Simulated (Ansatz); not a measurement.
## Course of a relaxation: ReSb₂

The cell of ReSb₂ is invented: ordered vacancies on the cation sites of zinc blende (P-4m2, No. 115) (occupants of the shared sites, in ratio, Re: 1, vacant: 1). Its size is a rough estimate.

```
Re Sb
1.0
     4.51441    0.00000    0.00000
     0.00000    4.51441    0.00000
     0.00000    0.00000    6.38434
Re Sb
1 2
Cartesian
  0.0000 0.0000 0.0000
  2.2572 0.0000 1.5961
  0.0000 2.2572 4.7883
```

The calculation used DFT PBE, scalar-relativistic, plane waves, PAW (Ansatz 0.2.0). Cutoff 420 eV, Gaussian smearing, Γ-centred meshes. Cell and atoms relax first on a coarse mesh and then on a finer one. In between, the cell is made exact in the group found at 0.06 Å. In metals the finer mesh still leaves noise of several meV/atom or more. The steps can't lower the symmetry of their start. No spin polarisation in the relaxation; trial moments died out in a coarse test.

Steps on the 4×4×4 mesh (3 atoms, 12 steps). The free energy counts from the last step; the plane-wave basis is renewed at times, which shifts energy and pressure.

```
step  ΔF (meV/atom)  V (Å³/atom)  P (GPa)  largest force component (eV/Å)
   1          607.7        43.37    -8.62                           1.668
   2          330.7        38.87    -1.36                           0.180
   3          284.4        34.52     0.12                           0.301
   4          244.0        31.33    -1.13                           0.048
   5          161.2        28.47    -2.75                           0.017
   6           93.6        25.60    -2.21                           0.719
   7           54.7        24.51     3.73                           0.756
   8            9.7        24.84    -0.80                           0.059
   9           24.0        23.43     1.04                           0.590
  10           -0.4        24.50    -0.36                           0.079
  11           -1.3        24.45     0.06                           0.002
  12            0.0        24.45     0.05                           0.002
```

Steps on the 6×6×4 mesh (3 atoms, 11 steps). The free energy counts from the last step; the plane-wave basis is renewed at times, which shifts energy and pressure.

```tsv
step	ΔF (meV/atom)	V (Å³/atom)	P (GPa)	largest force component (eV/Å)
1	70.2	24.45	0.41	0.180
2	62.5	25.72	1.12	0.547
3	41.5	25.22	1.68	0.438
4	19.3	25.20	-0.39	0.064
5	11.5	24.84	1.57	0.295
6	8.6	24.98	-0.02	0.071
7	8.0	24.83	-0.03	0.040
8	7.7	24.61	-0.02	0.005
9	2.8	24.61	0.35	0.008
10	0.0	24.69	0.16	0.025
11	0.0	24.69	0.16	0.025
```

The relaxed structure, after a last relaxation on the converged mesh:

```yaml
crystal:
  lattice:
    - [2.99533, 0.00000, 0.00000]
    - [0.00000, 2.99533, 0.00000]
    - [0.00000, 0.00000, 8.46586]
  atoms:
    - { symbol: Re, position: [0.00000, 0.00000, 0.00000] }
    - { symbol: Sb, position: [0.50000, 0.00000, 0.27165] }
    - { symbol: Sb, position: [0.00000, 0.50000, 0.72835] }
```

The symmetry stays P-4m2 (No. 115). The volume per atom shrinks by 41.6 %, from 43.4 to 25.3 Å³. The shortest distance goes from 2.76 Å (Re–Sb) to 2.74 Å (Re–Sb). The ratio c/a of the conventional cell changes by a factor of 2.00. The energy falls by about 0.65 eV/atom (the start's value is from the coarse mesh). Around Re lie 4 Sb at 2.74 Å and 4 Re at 3.00 Å; Sb is surrounded by 2 Re at 2.74 Å and 4 Sb at 3.00 Å.

For ReSb₂, the volume per atom is 25.3 Å³, the density is 9.4 g/cm³ and the energy over the elements is +0.74 eV/atom. The gap on the 16×16×6 mesh of the 3-atom cell is 0 eV (a metal).

Formation energies are uncorrected and refer to the elements' standard structures at the same level.

The last run used Gaussian smearing of 0.10 eV. No dispersion correction is applied, so the spacing and binding between layers, chains or molecules are poorly described. Spin–orbit coupling, which can matter for Re and Sb, is left out. A structure relaxed within its symmetry needn't be a true minimum. In all, the 4 runs took 8.6 min on 1 thread of Arm Neoverse N1, with other jobs on the host.
